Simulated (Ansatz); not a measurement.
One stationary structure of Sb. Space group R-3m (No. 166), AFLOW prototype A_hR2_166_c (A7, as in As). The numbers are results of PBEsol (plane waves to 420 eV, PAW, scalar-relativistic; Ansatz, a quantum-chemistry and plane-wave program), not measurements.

```cif
data_Sb6
_chemical_formula_sum 'Sb6'
_space_group_name_H-M_alt 'R-3m :H'
_space_group_IT_number 166
_space_group_name_Hall '-R 3 2"'
_cell_length_a 4.31981
_cell_length_b 4.31981
_cell_length_c 11.06840
_cell_angle_alpha 90.000
_cell_angle_beta 90.000
_cell_angle_gamma 120.000
loop_
_atom_site_label
_atom_site_type_symbol
_atom_site_symmetry_multiplicity
_atom_site_Wyckoff_symbol
_atom_site_fract_x
_atom_site_fract_y
_atom_site_fract_z
_atom_site_occupancy
Sb1 Sb 6 c 0.00000 0.00000 0.23584 1
```
(The calculation used a cell of 2 atoms; values per cell refer to that cell.)

- Volume per atom: 29.81 Å³
- Density: 6.78 g/cm³
- Band gap: zero (metallic)
- Shortest distances: Sb–Sb 2.93 Å
- k-mesh: 13×13×13

No spin polarisation in the result.

The run could not lose the symmetry of its start.
